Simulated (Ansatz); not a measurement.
HfCrAgS4, one structure, two calculations

Cell: a computed structure from the Materials Project (it need not be an observed phase).

Space group Imma (No. 74); a = 7.4275, b = 7.4335, c = 10.4295 Å.

| site | Wyckoff | site symmetry | x | y | z |
| --- | --- | --- | --- | --- | --- |
| Hf | 4a | 2/m.. | 0.0000 | 0.0000 | 0.0000 |
| Cr | 4d | .2/m. | 0.2500 | 0.2500 | 0.7500 |
| Ag | 4e | mm2 | 0.5000 | 0.2500 | 0.1296 |
| S7 | 8i | .m. | 0.2656 | 0.7500 | 0.4840 |
| S9 | 8h | m.. | 0.5000 | 0.4661 | 0.7429 |

One atom of each set is listed; the run and its k-mesh use a cell of 14 atoms with edges of 7.40, 7.40, 7.40 Å.

First run. All values are calculated (Ansatz; DFT, PBE, plane waves and PAW, scalar-relativistic, collinear spin, 420 eV cutoff, Γ-centred 5×5×5 k-points, Fermi–Dirac smearing 0.02 eV), not measured. Start moments as typed (μB): 3 on each Cr, none on the rest.

```
site  V_zz (10²¹ V/m²)     η  m (μB)
  Hf             -9.76  0.56    0.02
  Cr             -1.14  0.07    2.70
  Ag             -2.34  0.81    0.00
  S7              3.75  0.55   -0.01
  S9             -5.10  0.13   -0.04
```

Second run. The same atoms and settings, except that the functional is r2SCAN and the cutoff is 500 eV.

(1) Given the first result, estimate the second.

## Answers

(1) 

```tsv
site	V_zz	η	change of V_zz	m (μB)
Hf	-10.59	0.50	-0.83	0.02
Cr	-0.98	0.14	+0.16	2.80
Ag	-2.65	0.78	-0.31	-0.01
S7	3.27	0.48	-0.48	-0.02
S9	-4.53	0.01	+0.57	-0.05
```

The largest change of V_zz is on Hf, from -9.76 to -10.59. In per cent, |V_zz| changes by +9 on Hf, -15 on Cr, +13 on Ag, -13 to -11 on S (all sites that start above 0.5). The absolute magnetisation of the cell goes from 6.9 to 7.1 μB.

Without spin–orbit coupling the gradients at and beside Hf can be off by some per cent, at some sites by more. All moments are parallel here, as the start or the cell imposes; many such compounds order antiparallel, where fields and spin densities carried over to other atoms largely cancel. The magnetic order is the one that the run reached from its start moments, not necessarily the measured one.
For the second run: The program didn't check the stability of this electronic state in full, so a lower one may lie near. With a gap of 0.9 eV on this mesh, small gradients can still move by 0.1 × 10²¹ V/m² or more as the k-mesh gets denser.
